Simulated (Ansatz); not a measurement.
Polymorphs of HfN, each relaxed with DFT-PBEsol in the program Ansatz with PAW potentials:

A: rock salt (Fm-3m)
a = b = c = 4.5018 Å, α = β = γ = 90.00°

```csv
atom,site,symmetry,x,y,z
Hf,4a,m-3m,0.0000,0.0000,0.0000
N,4b,m-3m,0.5000,0.5000,0.5000
```

B: I4_1md
a = b = 2.956 Å, c = 10.734 Å, α = β = γ = 90.00°

```csv
atom,site,symmetry,x,y,z
Hf,4a,2mm.,0.0000,0.0000,0.7541
N,4a,2mm.,0.0000,0.0000,0.1619
```

Task: Order them by energy per atom at 0 K (lowest first) at the level PBEsol.

Result: A (+0 meV/atom), B (+421 meV/atom)

Constructed cells (a structure type filled with these elements, in neither database checked): B. Not the usual ambient phase: B. All cells were relaxed under the symmetry of their starts (and spin orders); stability against distortions was not tested throughout. Named crystals with no word on spin ran without spin polarisation. Spin–orbit coupling is left out wherever it is not named.

Energies hold the estimated change up to a 700 eV cutoff; steps of a few meV lie near the error of the meshes.

Potentials: the earlier of the program's two PAW sets. The files were generated under PBE; for other functionals the program regenerates the frozen cores, and for LDA and PBEsol the local potential too.
